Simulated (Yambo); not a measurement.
G0W0@PBEsol for Ba2RuH6 (space group Fm-3m, No. 225) in Yambo. Reference settings: 2×2×2 Γ-centred k mesh, bands 5 to 186 and a 7 Ry block in the screening, 186 bands in G with the Bruneval-Gonze terminator, plasmon pole fitted at 27.2 eV. The PBEsol gap Γ → X on this mesh is 1.74 eV; G0W0 gaps are taken between the same points.

The settings were changed. The gap went from 2.72 eV to 2.67 eV, and the shift of the valence edge from -0.27 eV to -0.10 eV.

Name the change that produced these shifts.
A) pole fitted at 40 eV
B) 120 bands in G, no terminator
C) no terminator
D) 120 bands in G

C, no terminator. The others gave (gap, valence shift): pole fitted at 40 eV: 2.74, -0.33 eV; 120 bands in G: 2.71, -0.24 eV; 120 bands in G, no terminator: 2.61, 0.11 eV.

Spin-orbit coupling is not included.

Geometry of the Materials Project entry, not relaxed at this level; primitive cell a = b = c = 5.7044 Å, α = β = γ = 60.00°.

The structure is a Materials Project entry; no match was found in the copy of COD used, and its stability was not checked.

A shift is the quasiparticle energy of the state minus its PBEsol energy.
